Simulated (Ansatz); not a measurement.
# Al4Ni3Pd: phonons across the zone

Method: DFT PBE, scalar-relativistic, plane waves, PAW (Ansatz 0.2.0). Cutoff 420 eV, 6×6×12 k-points (Γ-centred), Fermi-Dirac smearing of 0.15 eV. No spin polarisation. Phonons by linear response, acoustic sum rule imposed.

Equilibrium structure at this level:
```xyz
8
Lattice="5.8934 0.0000 0.0000 0.0000 5.8934 0.0000 0.0000 0.0000 2.9402" Properties=species:S:1:pos:R:3 pbc="T T T"
Al    1.5283    4.3651    0.0000
Al    1.5283    1.5283    0.0000
Al    4.3651    4.3651    0.0000
Al    4.3651    1.5283    0.0000
Ni    2.9467    0.0000    1.4701
Ni    2.9467    2.9467    1.4701
Ni    0.0000    2.9467    1.4701
Pd    0.0000    0.0000    1.4701
```

The cell was found from a structure generator's guess, not taken from experiment. In a metal, frequencies and elastic constants depend on the k mesh and the smearing, soft modes and shear constants most. The q mesh is coarse, so values between its points are rough.

Force constants from linear response on a 1×1×4 q mesh.

**Question.** Is the structure dynamically stable on the q mesh?

**Answer.** Yes, on this mesh: no mode is imaginary.

**Question.** Give the frequencies (cm⁻¹) at the zone-boundary points of high symmetry (interpolated where a point lies off the q mesh).

**Answer.**
| point | q | frequencies |
| --- | --- | --- |
| X | 0.000 0.500 0.000 | 89 91 92 93 118 121 137 139 140 142 151 165 241 250 252 253 254 262 265 285 324 324 332 376 |
| M | 0.500 0.500 0.000 | 72 72 92 98 121 130 130 130 156 156 157 170 237 237 247 256 260 260 268 272 328 328 338 371 |
| Z | 0.000 0.000 0.500 | 104 104 112 122 131 131 148 152 152 173 173 187 220 243 243 261 305 310 320 320 323 323 343 346 |
| R | 0.000 0.500 0.500 | 115 115 123 126 126 138 146 153 153 157 165 168 220 243 261 264 296 315 315 319 320 329 339 349 |
| A | 0.500 0.500 0.500 | 108 108 126 126 135 144 145 149 151 156 156 166 220 258 258 280 286 315 315 318 322 322 339 350 |
